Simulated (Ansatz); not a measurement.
ZrN:
Space group P6₃/mmc (No. 194); a = b = 3.1635 Å, c = 5.4391 Å, α = β = 90.00°, γ = 120.00°

```tsv
atom	site	symmetry	x	y	z
Zr	2c	-6m2	0.3333	0.6667	0.2500
N	2a	-3m.	0.0000	0.0000	0.0000
```

Relaxed at zero pressure with DFT-PBEsol in the program Ansatz with PAW potentials.

**Question.** The volume is lowered by 3 % and shape and atoms relax at that volume. What pressure results, and how do the axes share the change?

**Answer.** 8.6 GPa; a -1.0 %, b -1.0 %, c -1.0 %; the energy rises by 9 meV/atom.

**Question.** Give the new structure.

**Answer.** 
Space group P6₃/mmc (No. 194); a = b = 3.131 Å, c = 5.386 Å, α = β = 90.00°, γ = 120.00°

```csv
atom,site,symmetry,x,y,z
Zr,2c,-6m2,0.3333,0.6667,0.2500
N,2a,-3m.,0.0000,0.0000,0.0000
```

The phase is kept; no other phase was compared at this pressure.

Space group P6_3/mmc (NiAs type). The first step of the workflow began from a Materials Project structure, measured or hypothetical; the Crystallography Open Database copy checked does not list it. It is not the phase usual at ambient conditions (space group No. 225). Symmetry was held in the PBEsol relaxation; whether a distortion lowers the energy is not shown. The run is not spin-polarised.

Potentials: the later of the program's two PAW sets.
